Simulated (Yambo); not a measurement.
Yambo run on LaAlO₃ (cubic perovskite, space group Pm-3m, No. 221). The wavefunctions come from this Quantum ESPRESSO step (PBEsol, PseudoDojo standard norm-conserving files, fully relativistic):

```
&CONTROL
  calculation = 'nscf'
  pseudo_dir = './pseudo'
  outdir = './out'
/
&SYSTEM
  ibrav = 0
  nat = 5
  ntyp = 3
  ecutwfc = 110.0
  ecutrho = 440.0
  occupations = 'fixed'
  force_symmorphic = .true.
  nbnd = 213
  noncolin = .true.
  lspinorb = .true.
/
&ELECTRONS
  conv_thr = 5e-09
  diago_full_acc = .true.
  diago_thr_init = 1e-08
/
ATOMIC_SPECIES
O 15.9990 O.upf
Al 26.9815 Al.upf
La 138.9055 La.upf
CELL_PARAMETERS angstrom
  3.782950000000   0.000000000000   0.000000000000
  0.000000000000   3.782950000000   0.000000000000
  0.000000000000   0.000000000000   3.782950000000
ATOMIC_POSITIONS crystal
O   0.000000000000   0.500000000000   0.000000000000
O   0.500000000000   0.000000000000   0.000000000000
O   0.000000000000   0.000000000000   0.500000000000
Al   0.000000000000   0.000000000000   0.000000000000
La   0.500000000000   0.500000000000   0.500000000000
K_POINTS automatic
4 4 4 0 0 0
```

Yambo input:

```
rim_cut
gw0
dyson
el_el_corr
HF_and_locXC
ppa
em1d
RandQpts= 1000000
RandGvec= 1 Ry
EXXRLvcs= 110 Ry
VXCRLvcs= 440 Ry
Chimod= "HARTREE"
% BndsRnXp
 1 | 210 |
%
NGsBlkXp= 8 Ry
% LongDrXp
 1.0 | 1.0 | 1.0 |
%
PPAPntXp= 27.2114 eV
% GbndRnge
 1 | 210 |
%
GTermKind= "BG"
DysSolver= "n"
ExtendOut
% QPkrange
 1 | 1 | 30 | 34 |
 3 | 3 | 32 | 33 |
 6 | 6 | 32 | 33 |
 10 | 10 | 32 | 33 |
%
```

k points by index: 1 = Γ, 3 = X, 6 = M, 10 = R.

Table of the .qp output:

```
#    K-point    Band    Eo [eV]    E [eV]    E-Eo [eV]    Vxc [eV]    Vnlxc [eV]    Sc|Eo [eV]    Sc|E [eV]    dSc/dw|Eo [eV]    Re(Z)    Im(Z)
#
    1    30    -0.060139    -0.815079    -0.754940    -20.03951    -25.24284    4.254748    4.448393    -6.978902    0.795879    -0.001059
    1    31    -0.060139    -0.815194    -0.755055    -20.03951    -25.24283    4.254603    4.448271    -6.978684    0.795884    -0.001059
    1    32    -0.060139    -0.815844    -0.755705    -20.03951    -25.24284    4.253791    4.447626    -6.978701    0.795884    -0.001059
    1    33    3.439328    3.963779    0.524451    -11.59878    -6.705116    -4.270324    -4.369209    -5.129899    0.841381    -0.861166E-3
    1    34    3.439328    3.967684    0.528356    -11.59878    -6.705119    -4.265681    -4.365301    -5.129896    0.841382    -0.861165E-3
    3    32    -1.077125    -1.984827    -0.907702    -19.08863    -24.63479    4.403543    4.638462    -7.041675    0.794421    -0.001076
    3    33    4.318049    7.718041    3.399992    -15.89141    -3.707090    -7.891090    -8.784323    -7.148430    0.791951    -0.001339
    6    32    -0.029417    -0.762691    -0.733274    -19.73919    -24.89330    4.230238    4.420829    -7.071767    0.793723    -0.001074
    6    33    4.299723    7.728774    3.429051    -15.90301    -3.607962    -7.962107    -8.865995    -7.172404    0.791399    -0.001345
    10    32    0.000000    -0.617829    -0.617829    -19.79433    -24.66170    4.088721    4.249546    -7.082228    0.793481    -0.001076
    10    33    4.452567    7.960536    3.507969    -16.10304    -3.527592    -8.126303    -9.067482    -7.300272    0.788467    -0.001393
```
(The two width columns are left out.) Convergence of these settings isn't established.

Geometry of the Materials Project entry, not relaxed at this level.

This is not the ordinary phase of the substance.
